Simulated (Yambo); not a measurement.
**Convergence of the G0W0 gap of Ba2MoZnO6**

G0W0@PBEsol for Ba₂MoZnO₆ (space group Fm-3m, No. 225) in Yambo. Reference settings: 2×2×2 Γ-centred k mesh, bands 6 to 222 and a 7 Ry block in the screening, 222 bands in G with the Bruneval-Gonze terminator, plasmon pole fitted at 27.2 eV. The PBEsol gap Γ → X on this mesh is 2.15 eV; G0W0 gaps are taken between the same points.

```json
[
 {"change from the reference": "reference settings", "G0W0 gap Γ → X (eV)": "3.46", "shift of the valence edge (eV)": "-0.28", "rough Yambo cost": "1"},
 {"change from the reference": "94 bands in W, 94 bands in G", "G0W0 gap Γ → X (eV)": "3.61", "shift of the valence edge (eV)": "-0.06", "rough Yambo cost": "about 1/4"},
 {"change from the reference": "151 bands in W, 151 bands in G", "G0W0 gap Γ → X (eV)": "3.51", "shift of the valence edge (eV)": "-0.20", "rough Yambo cost": "about 1/2"},
 {"change from the reference": "94 bands in G", "G0W0 gap Γ → X (eV)": "3.50", "shift of the valence edge (eV)": "-0.21", "rough Yambo cost": "–"},
 {"change from the reference": "151 bands in G", "G0W0 gap Γ → X (eV)": "3.47", "shift of the valence edge (eV)": "-0.26", "rough Yambo cost": "–"},
 {"change from the reference": "3 Ry block", "G0W0 gap Γ → X (eV)": "3.60", "shift of the valence edge (eV)": "-0.29", "rough Yambo cost": "within a factor of two"},
 {"change from the reference": "6 Ry block", "G0W0 gap Γ → X (eV)": "3.46", "shift of the valence edge (eV)": "-0.26", "rough Yambo cost": "within a factor of two"},
 {"change from the reference": "1 Ry block", "G0W0 gap Γ → X (eV)": "4.41", "shift of the valence edge (eV)": "-0.81", "rough Yambo cost": "within a factor of two"},
 {"change from the reference": "no random integration", "G0W0 gap Γ → X (eV)": "3.40", "shift of the valence edge (eV)": "-0.02", "rough Yambo cost": "–"},
 {"change from the reference": "151 bands in G, no terminator", "G0W0 gap Γ → X (eV)": "3.57", "shift of the valence edge (eV)": "0.14", "rough Yambo cost": "–"},
 {"change from the reference": "94 bands in G, no terminator", "G0W0 gap Γ → X (eV)": "3.69", "shift of the valence edge (eV)": "0.52", "rough Yambo cost": "–"}
]
```

The reference isn't shown to be the converged limit. Costs are rough (shared machines), scaled to the same edge states, and given only for runs that recompute the screening.

Spin-orbit splittings are left out.

Geometry of the Materials Project entry, not relaxed at this level; primitive cell a = 5.8271 Å, b = 5.8271 Å, c = 5.8271 Å, α = 60.00°, β = 60.00°, γ = 60.00°.

The structure is a Materials Project entry; no match was found in the copy of COD used, and its stability was not checked.

A shift is the quasiparticle energy of the state minus its PBEsol energy.
